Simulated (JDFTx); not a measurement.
Reference run:

- surface = Cu(100)
- bulk = Cu, Fm-3m, lattice of mp-30 (not re-optimised)
- slab = 5 atoms in 5 planes, 1x1, 7.2 Å between the outermost planes
- in-plane cell = 2.530 × 2.530 Å, 6.40 Å²
- cell height = 23.2 Å
- sampling = 8×8×1 k mesh, Fermi smearing 0.01 Ha, no spin polarisation

The reference is PBE, GBRV ultrasoft potentials, plane waves to 20/100 Ha; code: a modified build of JDFTx. Unrelaxed; liquid: linear PCM (GLSSA13), water, 1 M NaF. Potentials refer to SHE, placed 4.44 V below the bulk liquid's zero by convention.

```csv
cell height,work function (eV),U_pzc (V),mean C below U_pzc (μF/cm²),k states × plane waves,"cycles, vacuum run","rough core time, vacuum run"
15.2 Å,4.59,-0.11,15 over 0.5 V,15 × 2804,20,3 min
17.2 Å,4.59,-0.11,15 over 0.5 V,15 × 3174,21,4 min
19.2 Å,4.59,-0.11,15 over 0.5 V,15 × 3542,23,4 min
23.2 Å,4.59,-0.11,15 over 0.5 V,15 × 4282,25,6 min
31.2 Å,4.59,-0.11,15 over 0.5 V,15 × 5758,38,3 min
39.2 Å,4.59,-0.11,15 over 0.5 V,15 × 7234,36,4 min
```

The work function stays within 0.01 eV over all these settings; capacitances repeat to about ±0.2 μF/cm². The times are rough (shared hosts); only ratios past two mean anything.
